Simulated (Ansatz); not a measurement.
Geometry optimisation in Ansatz: input, command and trajectory.

```yaml
crystal:
  lattice:
    - [-1.9764, 1.9764, 6.4192]
    - [1.9764, -1.9764, 6.4192]
    - [1.9764, 1.9764, -6.4192]
  atoms:
    - { symbol: K, position: [0.6574, 0.6574, 0.0] }
    - { symbol: K, position: [0.3426, 0.3426, 0.0] }
    - { symbol: Ni, position: [0.0, 0.0, 0.0], spin: 1.3 }
    - { symbol: O, position: [0.8686, 0.8686, 0.0], spin: 0.33 }
    - { symbol: O, position: [0.1314, 0.1314, 0.0], spin: 0.33 }
basis:
  ecutwfc: 420
kpoints:
  mp_grid: { grid: [10, 10, 10] }
hamiltonian:
  xc: pbesol
scf:
  occupations: { method: gaussian, width: 0.02 }
output:
  forces: true
  stress: true
  eigenvalues: true
  populations: true
  write_density: true
  write_potential: true
  elf: true
  volumetric_format: npy
magnetization:
  spin_polarized: true
relax:
  adjacent_minimum: "off"
  f_tol: 0.005
  max_steps: 80
  cell: { stress_tol: 0.05 }
```

```bash
ansatz run input.yaml --threads 1 --pin off --max-ram 2560MiB --backend cpu --events-out ev --progress --plain --runs-dir out
```

The calculation used DFT PBEsol, scalar-relativistic, plane waves, PAW (Ansatz).

Of 8 frames 7 are shown, positions in Å and forces in eV/Å; the SCF threshold varies from step to step. Steps run on the plane waves of an earlier cell, with a Pulay correction in the pressure. The basis is chosen afresh for the last frame, the zero of the energies, and at times for earlier ones too; energy and pressure can step there, also at an unchanged geometry. Where two frames share a geometry here, they differ by under 2 meV/atom and 0.3 GPa. The mark taken_back stands on steps that the optimiser undid.

```xyz
5
Lattice="-1.9764 1.9764 6.4192 1.9764 -1.9764 6.4192 1.9764 1.9764 -6.4192" Properties=species:S:1:pos:R:3:forces:R:3 pbc="T T T" step=1 free_energy_over_end_meV_per_atom=5.30 pressure_GPa=-1.09
K     0.0000    0.0000    8.4400    0.0000    0.0000   -0.1928
K     0.0000    0.0000    4.3984    0.0000    0.0000    0.1928
Ni    0.0000    0.0000    0.0000    0.0000    0.0000    0.0000
O     0.0000    0.0000   11.1514    0.0000    0.0000   -0.0543
O     0.0000    0.0000    1.6870    0.0000    0.0000    0.0543
5
Lattice="-1.9554 1.9554 6.2041 1.9554 -1.9554 6.2041 1.9554 1.9554 -6.2041" Properties=species:S:1:pos:R:3:forces:R:3 pbc="T T T" step=2 free_energy_over_end_meV_per_atom=10.86 pressure_GPa=0.55 taken_back
K     0.0000    0.0000    7.9687    0.0000    0.0000    0.4243
K     0.0000    0.0000    4.4395    0.0000    0.0000   -0.4243
Ni    0.0000    0.0000    0.0000    0.0000    0.0000    0.0000
O     0.0000    0.0000   10.7231    0.0000    0.0000    0.2589
O     0.0000    0.0000    1.6851    0.0000    0.0000   -0.2589
5
Lattice="-1.9644 1.9644 6.3261 1.9644 -1.9644 6.3261 1.9644 1.9644 -6.3261" Properties=species:S:1:pos:R:3:forces:R:3 pbc="T T T" step=3 free_energy_over_end_meV_per_atom=-0.58 pressure_GPa=-0.32
K     0.0000    0.0000    8.2492    0.0000    0.0000    0.0219
K     0.0000    0.0000    4.4029    0.0000    0.0000   -0.0219
Ni    0.0000    0.0000    0.0000    0.0000    0.0000    0.0000
O     0.0000    0.0000   10.9667    0.0000    0.0000    0.0617
O     0.0000    0.0000    1.6855    0.0000    0.0000   -0.0617
5
Lattice="-1.9613 1.9613 6.3184 1.9613 -1.9613 6.3184 1.9613 1.9613 -6.3184" Properties=species:S:1:pos:R:3:forces:R:3 pbc="T T T" step=4 free_energy_over_end_meV_per_atom=-0.84 pressure_GPa=-0.11
K     0.0000    0.0000    8.2423    0.0000    0.0000    0.0119
K     0.0000    0.0000    4.3946    0.0000    0.0000   -0.0119
Ni    0.0000    0.0000    0.0000    0.0000    0.0000    0.0000
O     0.0000    0.0000   10.9529    0.0000    0.0000    0.0221
O     0.0000    0.0000    1.6840    0.0000    0.0000   -0.0221
5
Lattice="-1.9602 1.9602 6.3123 1.9602 -1.9602 6.3123 1.9602 1.9602 -6.3123" Properties=species:S:1:pos:R:3:forces:R:3 pbc="T T T" step=5 free_energy_over_end_meV_per_atom=-0.94 pressure_GPa=0.00
K     0.0000    0.0000    8.2374    0.0000    0.0000    0.0007
K     0.0000    0.0000    4.3872    0.0000    0.0000   -0.0007
Ni    0.0000    0.0000    0.0000    0.0000    0.0000    0.0000
O     0.0000    0.0000   10.9415    0.0000    0.0000    0.0008
O     0.0000    0.0000    1.6831    0.0000    0.0000   -0.0008
5
Lattice="-1.9602 1.9602 6.3123 1.9602 -1.9602 6.3123 1.9602 1.9602 -6.3123" Properties=species:S:1:pos:R:3:forces:R:3 pbc="T T T" step=6 free_energy_over_end_meV_per_atom=0.02 pressure_GPa=-0.09
K     0.0000    0.0000    8.2374    0.0000    0.0000    0.0007
K     0.0000    0.0000    4.3872    0.0000    0.0000   -0.0007
Ni    0.0000    0.0000    0.0000    0.0000    0.0000    0.0000
O     0.0000    0.0000   10.9415    0.0000    0.0000    0.0016
O     0.0000    0.0000    1.6831    0.0000    0.0000   -0.0016
5
Lattice="-1.9584 1.9584 6.3085 1.9584 -1.9584 6.3085 1.9584 1.9584 -6.3085" Properties=species:S:1:pos:R:3:forces:R:3 pbc="T T T" step=8 free_energy_over_end_meV_per_atom=0.00 pressure_GPa=-0.01
K     0.0000    0.0000    8.2328    0.0000    0.0000    0.0000
K     0.0000    0.0000    4.3843    0.0000    0.0000    0.0000
Ni    0.0000    0.0000    0.0000    0.0000    0.0000    0.0000
O     0.0000    0.0000   10.9341    0.0000    0.0000   -0.0001
O     0.0000    0.0000    1.6829    0.0000    0.0000    0.0001
```

The run took 8.7 min on 1 thread of Arm Neoverse V1, with other jobs on the host, peak memory 0.69 GiB.

The cell holds one magnetic atom, so it can only be ferromagnetic; an antiferromagnetic order may lie lower.